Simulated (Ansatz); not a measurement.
SiO2: excitons and shallow donors from band masses and screening

These are results of DFT LDA, scalar-relativistic, plane waves, PAW in Ansatz, not measurements.

Plane waves to 420 eV, a k mesh through Γ of 6×6×4 on the computed 18-atom cell and Gaussian smearing (0.02 eV); no spin polarisation.

Relaxed cell: P6_522, a = 7.275 Å, b = 7.275 Å, c = 6.994 Å, α = 90.00°, β = 90.00°, γ = 120.00°, 18 atoms in the primitive cell. This form isn't the usual stable structure of the compound.

The calculation gives a Kohn–Sham gap of 5.65 eV, an electron mass of 0.627 mₑ and a hole mass of 5.9 mₑ (harmonic means over x, y, z and over the bands degenerate at each edge), and ε∞ = 2.13 (independent particles, mean of the diagonal). Masses and screening differ among the axes, which the isotropic model averages.

Task: Estimate the binding energy and radius of a Wannier–Mott exciton and of a shallow donor, and say whether the hydrogenic model can hold.

Result: The reduced mass is μ = mₙmₕ/(mₙ + mₕ) = 0.567 mₑ, with mₙ and mₕ the band masses. With E_b = 13.606 eV × μ/ε² and a = 0.529 Å × ε/μ (μ in mₑ) the exciton has E_b = 1702 meV and a = 2.0 Å. For a donor μ is the electron mass: 1883 meV and 1.8 Å. The radius isn't large against the shortest lattice vector (6.99 Å), so the continuum picture is doubtful and the numbers are only a scale. In a polar crystal the ions screen too, so a state bound more weakly than an optical phonon feels the larger static constant, which lowers the energy and widens the orbit. The other way, the small Kohn–Sham gap and the missing local fields make ε∞ too large and the masses tend to be too light, which underbinds. The edges lie at different points of the zone, so the exciton is indirect.

Cost: 4 runs of about 60 core-minutes in all, on Intel Xeon Processor @ 2.50GHz (Skylake/Cascade Lake) (shared hosts).